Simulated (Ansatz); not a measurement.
**What DFT gives for Sr2ZnB6W**

```
Zn W B Sr
1.0
     0.00000    3.97333    3.97333
     3.97333    0.00000    3.97333
     3.97333    3.97333    0.00000
Zn W B Sr
1 1 6 2
Direct
  0.50000 0.50000 0.50000
  0.00000 0.00000 0.00000
  0.72500 0.27500 0.27500
  0.27500 0.72500 0.27500
  0.27500 0.72500 0.72500
  0.72500 0.27500 0.72500
  0.27500 0.27500 0.72500
  0.72500 0.72500 0.27500
  0.25000 0.25000 0.25000
  0.75000 0.75000 0.75000
```

Single point in Ansatz 0.2.0 with PBE, no spin polarisation. Cutoff 420 eV, PAW datasets, 7×7×7 Γ-centred k mesh, fermi-dirac filling (width 0.1 eV).

(1) Which atom feels the largest force, and which way?

(2) Give the Bader charges.

(3) What does the stress say?

(4) What happens at the Fermi level?

Origin: a known structure type with other elements, at an estimated volume, so it need not be a known compound. Caveats: atoms or cell far from equilibrium.

Results:

(1) The largest is on B3 (and as large on other atoms): 3.44 eV/Å, components (-3.44, 0.00, 0.00). It makes 180° with the line to a nearest neighbour, Zn1 at 1.79 Å, pointing away from it.

(2) Bader charges in e: Sr +1.24, Zn -1.04, B -0.39, W +0.89. In the mean Sr gives up most and Zn takes most.

(3) The pressure is 26.3 GPa (compression positive), so with the atoms held at these fractions the cell would first expand; the forces are large, so a full relaxation may end otherwise.

(4) It is a metal, with about 2.7 states/eV a cell as the mean within 0.25 eV of the Fermi level, mostly B p (69 %) and W d (15 %).
